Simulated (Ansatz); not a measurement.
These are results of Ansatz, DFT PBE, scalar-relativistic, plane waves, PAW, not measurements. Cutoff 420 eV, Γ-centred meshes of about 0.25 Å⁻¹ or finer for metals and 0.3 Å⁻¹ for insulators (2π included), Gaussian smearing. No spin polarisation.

Relaxed structures of Sn5As3, with energies over the first row. Coordination counts As atoms around Sn (those within 1.25 times the shortest such distance or 1.15 times the sum of covalent radii; the shortest distance is added where it is long for a bond; a slash parts the counts of unlike sites).

| # | form | sites | V (Å³/atom) | coordination | ΔE (meV/atom) |
| --- | --- | --- | --- | --- | --- |
| 1 | Pm-3m | Sn 1a, 3d, 1b; As 3c | 25.7 | Sn 4/6/12 from 4.2 Å | 0 |
| 2 | P4/mmm | Sn 2g, 2h, 1a; As 2h, 1b | 24.8 | Sn 4/4 from 3.1 Å/8 from 3.2 Å | 86 |
| 3 | P6_3/mcm | Sn 6g, 4d; As 6g | 27.1 | Sn 5/6 from 3.3 Å | 94 |
| 4 | P4/mmm | Sn 2g, 2g, 1c; As 2h, 1d | 24.9 | Sn 2 from 3.5 Å/4/4+4 from 3.1 Å | 108 |
| 5 | P-62m | Sn 2d, 3g; As 3f | 25.9 | Sn 4/6 from 3.2 Å | 143 |

A further structure, relaxed alike:

```cif
data_structure
_symmetry_space_group_name_H-M 'Pmmm'
_symmetry_Int_Tables_number 47
_cell_length_a 3.9819
_cell_length_b 4.7103
_cell_length_c 10.7176
_cell_angle_alpha 90.000
_cell_angle_beta 90.000
_cell_angle_gamma 90.000
_cell_volume 201.02
loop_
_atom_site_label
_atom_site_type_symbol
_atom_site_symmetry_multiplicity
_atom_site_Wyckoff_symbol
_atom_site_fract_x
_atom_site_fract_y
_atom_site_fract_z
_atom_site_occupancy
Sn1 Sn 1 c 0.00000 0.00000 0.50000 1
Sn2 Sn 1 a 0.00000 0.00000 0.00000 1
Sn3 Sn 1 f 0.50000 0.50000 0.00000 1
Sn4 Sn 2 r 0.00000 0.50000 0.71967 1
As1 As 2 s 0.50000 0.00000 0.79277 1
As2 As 1 h 0.50000 0.50000 0.50000 1
```

Question: Place it among the others.

Answer: It falls between rows 4 and 5, 130 meV/atom above row 1, with space group Pmmm (No. 47) and 25.1 Å³/atom. Counting As atoms around Sn, this cell has Sn 4/4 from 3.2 Å/6 from 3.1 Å/4+4 from 3.1 Å and row 1 has Sn 4/6/12 from 4.2 Å. Sn on a site of symmetry mmm has 4 As at 3.08 Å, 4 Sn at 3.33 Å, 4 As at 3.72 Å and 2 Sn at 3.98 Å; Sn on a second site of symmetry mmm has 4 As at 2.98 Å, 4 Sn at 3.08 Å and 6 Sn at 3.82–3.98 Å; Sn on a third site of symmetry mmm is surrounded by 4 Sn at 3.08 Å, 4 As at 3.24 Å, 4 Sn at 3.60 Å and 2 Sn at 3.98 Å; As on a site of symmetry mm2 is surrounded by 2 Sn at 2.98 Å, 6 Sn at 3.18–3.24 Å and 2 Sn at 3.72 Å; 2 more sites not described.

The k mesh leaves some 4 meV/atom of noise in the energy of each metallic cell. Weakly bound directions are ill-defined at this level, which has no dispersion term (P4/mmm at 24.8 Å³/atom), and this can change margins and order among such cells. In Pm-3m, P4/mmm at 24.8 Å³/atom, P4/mmm at 24.9 Å³/atom, Pmmm, P-62m an odd number of electrons in the primitive cell allows no gap without spin; a larger cell or a magnetic state could open one. With atoms moved at random, row 1 (by 20 meV/atom) fell into a lower structure. Row 2, row 3, row 4, row 5 and the further cell had no clear such test and can be saddle points.
